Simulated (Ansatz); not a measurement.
# One input, then a changed one: S (diamond type)

First run: DFT, PBEsol, PAW with Ansatz's default frozen-core files, scalar-relativistic (Ansatz 0.2.0).

Command: `ansatz run input.yaml --threads 1 --pin off --max-ram 2048MiB --backend cpu --events-out ev --progress --plain --runs-dir out` It took 3 s on 1 thread of Arm Neoverse V1, with other jobs on the host, peak memory 0.3 GiB.

```yaml
crystal:
  lattice:
    - [0.0, 2.6803411858, 2.6803411858]
    - [2.6803411858, 0.0, 2.6803411858]
    - [2.6803411858, 2.6803411858, 0.0]
  atoms:
    - { symbol: S, position: [-0.125, -0.125, -0.125] }
    - { symbol: S, position: [0.125, 0.125, 0.125] }
kpoints:
  mp_grid: { grid: [13, 13, 13] }
scf:
  occupations: { method: fermi_dirac, width: 0.05 }
hamiltonian:
  xc: pbesol
  pseudopotentials: { kind: paw }
output:
  forces: true
  stress: true
  eigenvalues: true
  populations: true
  write_density: true
  write_potential: true
  elf: true
  volumetric_format: npy
```

The cell comes from a relaxation on PAW files under the same functional, begun from a prototype that needn't be the stable phase.

This run: volume at 0.84 of the series' base cell.

It converges in 6 SCF iterations at a pressure of 11.28 GPa, cutoff 420 eV.

The input is then changed:

```diff
   occupations: { method: fermi_dirac, width: 0.05 }
+  max_iter: 50
 hamiltonian:
   populations: true
-  write_density: true
-  write_potential: true
-  elf: true
-  volumetric_format: npy
+magnetization:
+  spin_polarized: true
+  initial_magnetization: 40
```

Problem. Does this change harm the result?

Solution. Not here: the run converges in 16 SCF iterations at a pressure of 11.28 GPa, cell moment 0.00 μB, cutoff 420 eV, and its energy lies within 1 meV/atom of the first run's.
